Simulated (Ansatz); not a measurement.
# Ti3AlN4: stable or not

The structure comes from a generated guess, relaxed at this level; another structure or a mixture of phases may lie lower.

Theory: Ansatz 0.2.0, DFT PBE, scalar-relativistic, plane waves, PAW. The final run on the 8-atom cell used 420 eV, a Γ-centred 12×12×6 mesh, 0.10 eV smearing and no spin polarisation.

Space group P4/mmm (No. 123). a = 2.974 Å, b = 2.974 Å, c = 8.463 Å, α = 90.00°, β = 90.00°, γ = 90.00°
| atom | site | symmetry | x | y | z |
| --- | --- | --- | --- | --- | --- |
| Ti | 1a | 4/mmm | 0.0000 | 0.0000 | 0.0000 |
| Ti | 2h | 4mm | 0.5000 | 0.5000 | 0.2427 |
| Al | 1b | 4/mmm | 0.0000 | 0.0000 | 0.5000 |
| N | 2g | 4mm | 0.0000 | 0.0000 | 0.2596 |
| N | 1d | 4/mmm | 0.5000 | 0.5000 | 0.5000 |
| N | 1c | 4/mmm | 0.5000 | 0.5000 | 0.0000 |

The zero of energy is the elements' standard structures at the same level (N₂ as a molecule); no fitted shifts are applied.

Question: These tests were run: energy against the elements; random kick, then relaxation without symmetry; phonons on a 4×4×1 q mesh. What do they show?

Answer:

| test | result |
| --- | --- |
| energy against the elements | −1.54 eV/atom |
| random kick, then relaxation without symmetry | returns |
| phonons on a 4×4×1 q mesh | no imaginary mode on the mesh |

It fails none of these tests. Other phases of the system weren't compared here, so this isn't yet thermodynamic stability.

The kick test ran on a coarse mesh. The run for the phonons used a 12×12×6 k mesh and Fermi–Dirac smearing of 0.15 eV.
